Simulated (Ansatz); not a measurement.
Elastic constants of TiGe: input and output

These are results of Ansatz, DFT PBE0, scalar-relativistic, plane waves, PAW, not measurements.

Launched with:
```bash
ansatz run input.yaml --threads 4 --pin off --max-ram 12288MiB --backend cpu --events-out ev --progress --plain --runs-dir out
```

Input (bare energies are in eV):
```yaml
crystal:
  lattice:
    - [0.0, 2.9106, 2.9106]
    - [2.9106, 0.0, 2.9106]
    - [2.9106, 2.9106, 0.0]
  atoms:
    - { symbol: Ti, position: [0.0, 0.0, 0.0] }
    - { symbol: Ge, position: [0.25, 0.25, 0.25] }
basis:
  ecutwfc: 420
kpoints:
  mp_grid: { grid: [6, 6, 6] }
hamiltonian:
  xc: pbe0
scf:
  occupations: { method: fixed }
output:
  forces: true
  stress: true
  eigenvalues: true
  polarization: {}
elastic:
  mode: relaxed_ion
  stencil: two_point
```

From the output:
```
--- Elastic constants: 2 strain directions × 2 members + reference (group order 24) ---
  dense FFT box of the reference and of every strained cell: 30×30×30
  strains applied: 11, 23; error gains: componentwise 1.00 (the most a stress slope's error grows in a printed constant), spectral 1.73 (1 for all six strains in a standard setting)
  C = ∂σ_k/∂η_j (tension-positive GPa; Voigt order 11 22 33 23 13 12):
        60.415     70.218     70.218     -0.000     -0.000     -0.000
        70.218     60.415     70.218     -0.000      0.000      0.000
        70.218     70.218     60.415     -0.000      0.000      0.000
        -0.000     -0.000     -0.000     -6.916      0.000     -0.000
        -0.000     -0.000     -0.000      0.000     -6.916     -0.000
         0.000     -0.000      0.000     -0.000     -0.000     -6.916
  reference stress σ⁰ (GPa):      0.036      0.036      0.036     -0.000      0.000     -0.000
  C* (energy form; C + prestress term) asymmetry max|C*_kj − C*_jk| = 1.421e-14 GPa — a small one proves nothing (zero by symmetry where the batch's group is 432, −43m or m−3m); a large one is finite-difference/SCF noise where every solve ...
  moduli (Voigt/Reuss/Hill, GPa): K = 66.95/66.95/66.95   G = -6.11/-5.94/-6.02   E = -18.63   ν = 0.546
  mechanically stable: NO (min eigenvalue of sym C = -9.80 GPa)
  e, the proper piezoelectric tensor (elastic.mode: relaxed_ion; C/m²; rows x y z; Voigt order 11 22 33 23 13 12):
       0.00000    0.00000    0.00000   -0.07112   -0.00000   -0.00000
      -0.00000   -0.00000   -0.00000    0.00000   -0.07112    0.00000
      -0.00000    0.00000    0.00000   -0.00000    0.00000   -0.07112
  ±, each entry's uncertainty from the finite density of the strings (C/m²), an estimate: the size of the correction for it that the entry includes:
       0.00000    0.00000    0.00000    0.00233    0.00000    0.00000
       0.00000    0.00000    0.00000    0.00000    0.00233    0.00000
       0.00000    0.00000    0.00000    0.00000    0.00000    0.00233
  the group's symmetry takes up to 1.1e-8 C/m² out of the measured responses: error of the strings' finite density and of the mesh across them, as far as it breaks the symmetry (raise kpoints.mp_grid and any string_points); the largest step ...
  strain η (Voigt 11):  stress-route row diagonal C_11 = 60.41 GPa, energy-path curvature d²(F+E_count+ΔE)/dδ²/Ω₀ = 60.74 GPa
         δ    σ_11 (GPa) F (eV) n_scf n_hpsi n_pw
    -2.000e-3      -0.0846       -6794.1689988      37   63141    982   relax 0 steps, max|allowed force component| 1.25e-16 eV/Å
     2.000e-3       0.1571       -6794.1689536      37   63260    982   relax 0 steps, max|allowed force component| 1.23e-16 eV/Å
  strain η (Voigt 23):  stress-route row diagonal C_44 = -6.92 GPa, energy-path curvature d²(F+E_count+ΔE)/dδ²/Ω₀ = -6.68 GPa
         δ    σ_23 (GPa) F (eV) n_scf n_hpsi n_pw
    -2.000e-3       0.0138       -6794.1690183       2    6144    982   relax 3 steps, max|allowed force component| 8.06e-8 eV/Å
     2.000e-3      -0.0138       -6794.1690183       2    6145    982   relax 3 steps, max|allowed force component| 8.07e-8 eV/Å
--- Formal polarisation (Berry phase): one branch of a lattice of values; only differences between neighbouring runs are physical ---
  axis mesh electronic ionic p = total spread (rad) least overlap resolved gap  δp at fixed H ≤   (phases in cycles; p mod 2; gap in eV; gap and δp judge the states as solved, not the mesh's step, its ...
  b1    6×6×6          -0.50000000     3.50000000     3.00000000      1.407598         0.8103        1.3483           3.4e-6
  b2    6×6×6          -0.50000000     3.50000000     3.00000000      1.407598         0.8103        1.3483           3.4e-6
  b3    6×6×6          -0.50000000     3.50000000     3.00000000      1.407598         0.8103        1.3483           3.4e-6
  quantum along a1:   0.16693598 e/Å² =   267.460925 µC/cm²
  quantum along a2:   0.16693598 e/Å² =   267.460925 µC/cm²
  quantum along a3:   0.16693598 e/Å² =   267.460925 µC/cm²
  P = (  0.35412469,   0.35412469,   0.35412469) e/Å² = (  567.370300,   567.370300,   567.370300) µC/cm²  (mod the quanta)
```

Time: 47 min on 4 threads of Intel(R) Xeon(R) Platinum 8259CL CPU @ 2.50GHz (Skylake/Cascade Lake), with other jobs on the host, peak memory 2.1 GiB.

The cell is the ideal cubic zincblende prototype; whether it is the stable structure of this composition wasn't checked.

As the tensor has a negative eigenvalue, the Reuss and Hill moduli of a polycrystal, and E and ν formed from them, have no physical meaning here.